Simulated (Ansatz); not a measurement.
ScCuO2:
```
CELL_PARAMETERS angstrom
      1.60785     0.92829     5.67738
     -1.60785     0.92829     5.67738
      0.00000    -1.85658     5.67738
ATOMIC_POSITIONS crystal
  Sc 0.50000 0.50000 0.50000
  Cu 0.00000 0.00000 0.00000
  O  0.89304 0.89304 0.89304
  O  0.10696 0.10696 0.10696
```

Relaxed with r²SCAN. Plane-wave PAW r²SCAN (Ansatz code) gives a gap of 2.47 eV.

Problem. What gap does HSE06 give on the same cell (Ansatz, PAW)?

Solution. 3.64 eV, 1.18 eV more. The hybrid was solved on a coarser mesh and at special points; the gap given is the minimum over both.

Cost on shared cores: the r²SCAN run (SCF on a 10×10×10 mesh, then bands and DOS) roughly 80 core-seconds, the HSE06 run (SCF on 7×7×7, then a few points) about 3 core-minutes (a rough figure); the tasks are unlike.

Space group R-3m. The first step of the workflow began from a Materials Project structure, measured or hypothetical; the Crystallography Open Database files this formula in space group No. 166, but the cells were not matched. Whether it is the stable phase at ambient conditions was not checked. The cell was relaxed with r²SCAN under the symmetry of its start; whether a distortion lowers the energy is not shown. No spin polarisation was allowed. No Hubbard U is applied.

Potentials: the later of the program's two PAW sets.
